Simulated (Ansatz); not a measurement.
# CdS from a semilocal functional to hybrids

```
CELL_PARAMETERS angstrom
4.14399 0.00000 0.00000
-2.07199 3.58880 0.00000
0.00000 0.00000 6.71911
ATOMIC_POSITIONS crystal
Cd 0.33333 0.66667 0.00389
Cd 0.66667 0.33333 0.50389
S 0.33333 0.66667 0.38111
S 0.66667 0.33333 0.88111
```

All runs: Ansatz, plane waves and PAW, scalar-relativistic (no spin–orbit coupling), 4×4×2 k-mesh, Gaussian smearing of 0.05 eV, no spin polarisation. Semilocal reference PBE: gap 1.21 eV, pressure 2.5 GPa. The hybrids carry no U.

(1) What gap and pressure does PBE0 give at this geometry?

(2) And the other functionals?

Results:

(1) Gap 2.92 eV, pressure 1.2 GPa.

(2) 
| functional | gap | pressure (GPa) | cutoff (eV) | core-seconds |
| --- | --- | --- | --- | --- |
| HSE06-type hybrid with an exact-exchange fraction of 0.1 | 1.61 eV | 2.0 | 420 | 45 |
| HSE06-type hybrid with a screening parameter of 0.4 Å⁻¹ | 1.88 eV | 1.6 | 420 | 47 |
| PBE0-type hybrid with an exact-exchange fraction taken as 1/ε∞ | 2.33 eV | 1.6 | 420 | 230 |
| B3LYP | 2.51 eV | 4.0 | 420 | 48 |
| PBE0 | 2.92 eV | 1.2 | 420 | 48 |

In the PBE0 form the gap grows almost linearly with the exact-exchange fraction, by 0.68 eV for each tenth. The dielectric-dependent PBE0 form takes the fraction 0.166 = 1/ε∞, that is ε∞ = 6.0. On shared hosts the hybrid runs at the reference's cutoff took roughly 11 to 55 times the core time of the semilocal one on the same mesh, with some more bands. Measured gap: 2.48 eV (direct; 300 K; a printed reference work (textbook)); 2.58 eV (direct; 0 K; a printed reference work (textbook)).

Caveats: core times come from shared hosts and scatter; gaps are read on a coarse mesh; stress loosely converged.
